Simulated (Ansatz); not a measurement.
NaLiZnS2:
```yaml
crystal:
  lattice:
    - [3.94364, 0.00000, 0.00000]
    - [-1.97182, 3.41529, 0.00000]
    - [0.00000, 0.00000, 6.75093]
  atoms:
    - { symbol: Na, position: [0.00000, 0.00000, 0.02455] }
    - { symbol: Li, position: [0.33333, 0.66667, 0.35602] }
    - { symbol: Zn, position: [0.66667, 0.33333, 0.61298] }
    - { symbol: S, position: [0.33333, 0.66667, 0.73501] }
    - { symbol: S, position: [0.66667, 0.33333, 0.27143] }
```

Relaxed with r²SCAN.

**Question.** Give the Bader charges and basin volumes of the independent atoms, plane-wave PAW r²SCAN (Ansatz code).

**Answer.** 

```
atom  Bader charge (e)  Bader volume (Å³)
----  ----------------  -----------------
Na1              +0.86                9.2
Li2              +0.87                3.3
Zn3              +0.90               13.8
S4               -1.18               30.7
S5               -1.45               34.0
```

Space group P3m1. The workflow started from a Materials Project entry (that database holds measured and hypothetical structures alike); the Crystallography Open Database copy checked does not list it. Whether it is the stable phase at ambient conditions was not checked. The r²SCAN relaxation kept the symmetry of its start; whether a distortion lowers the energy is not shown.

Potentials: the later of the program's two PAW sets.
